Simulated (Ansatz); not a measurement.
BiRh (NiAs type)

```
CELL_PARAMETERS angstrom
      4.11118     0.00000     0.00000
     -2.05559     3.56038     0.00000
      0.00000     0.00000     5.63649
ATOMIC_POSITIONS crystal
  Bi 0.33333 0.66667 0.25000
  Bi 0.66667 0.33333 0.75000
  Rh 0.00000 0.00000 0.50000
  Rh 0.00000 0.00000 0.00000
```

In this cell atom 2 (Bi, nearest neighbour Rh at 2.760 Å; its periodic images, 4.1 Å or more away, move with it) is moved by s along Cartesian x, unit vector (1.000, 0.000, 0.000); all other atoms and the cell stay fixed.

Calculation: PBEsol (plane waves to 420 eV, PAW, scalar-relativistic; Ansatz, a first-principles code). k mesh 11×11×7 (Γ-centred), Fermi-Dirac smearing 0.05 eV. Energies are smeared free energies. With partly filled bands, energies and forces of such displacements shift with the k mesh and the smearing. BiRh is run without spin polarisation. BiRh was relaxed with its symmetry unable to fall. Spin-orbit coupling is left out, though Bi is heavy. The zero of ΔE is the undisplaced structure. The last digit holds for this mesh only.

```
s (Å)   ΔE (meV/cell)
------  -------------
-0.280          316.9
-0.224       withheld
-0.168          111.6
-0.112           49.2
-0.056           12.2
0.000             0.0
0.056            12.2
0.112            49.2
0.168           111.6
0.224        withheld
0.280           316.9
```

Question: Fit an even polynomial form (powers 2, 4) to the given rows and predict ΔE at s = -0.224.

Answer: Least squares on the 9 given rows: ΔE = (3903)·s² + (1777)·s⁴, in meV/cell with s in Å; root-mean-square residual 0.04 meV/cell. At -0.224 the fit gives 200.3 meV/cell; the calculation gives 200.4 meV/cell, so the interpolation is off by -0.1 (-0.0 %). The quadratic term alone would give 195.8 meV/cell.

(A displaced cell: forces are minus the slopes of the energy, force constants its curvatures, and phonons follow from these.)
